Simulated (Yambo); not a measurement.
Yambo run on BaS (rock salt, space group Fm-3m, No. 225). The wavefunctions are norm-conserving PBEsol (Quantum ESPRESSO, 57 Ry, with spin-orbit coupling) ones on a 4×4×4 mesh (16 occupied bands); a = 4.476 Å, b = 4.476 Å, c = 4.476 Å, α = 60.00°, β = 60.00°, γ = 60.00°.

Yambo input:

```
rim_cut
gw0
dyson
el_el_corr
HF_and_locXC
mpa
em1d
RandQpts= 1000000
RandGvec= 1 Ry
EXXRLvcs= 56.6 Ry
VXCRLvcs= 226.4 Ry
Chimod= "HARTREE"
% BndsRnXm
 1 | 238 |
%
NGsBlkXm= 8 Ry
% LongDrXm
 1.0 | 1.0 | 1.0 |
%
EnSampXm= "2l"
EnGridXm= "lP"
% EnRngeXm
 0.0 | 40.0 | eV
%
% ImRngeXm
 2.72114 | 27.21138 | eV
%
% DmRngeXm
 0.02721 | 2.72114 | eV
%
ETStpsXm= 8
IntSolXm= "PT"
% GbndRnge
 1 | 238 |
%
GTermKind= "none"
DysSolver= "n"
ExtendOut
% QPkrange
 1 | 1 | 16 | 16 |
 7 | 7 | 16 | 17 |
%
```

k points by index: 1 = Γ, 7 = X.

Table of the .qp output:

```
#    K-point    Band    Eo [eV]    E [eV]    E-Eo [eV]    Vxc [eV]    Vnlxc [eV]    Sc|Eo [eV]    Sc|E [eV]    dSc/dw|Eo [eV]    Re(Z)    Im(Z)
#
    1    16    0.000000    -0.961363    -0.961363    -12.55107    -15.64584    1.818654    2.133410    -8.887212    0.753772    -0.005129
    7    16    -0.050184    -1.039605    -0.989421    -12.55749    -15.70308    1.834223    2.156168    -8.833060    0.754904    -0.005199
    7    17    1.989870    2.400933    0.411063    -8.205008    -4.292625    -3.402731    -3.501320    -6.530117    0.806460    -0.002304
```
(The two width columns are left out.) Convergence of these settings isn't established.

Geometry relaxed with PBEsol.
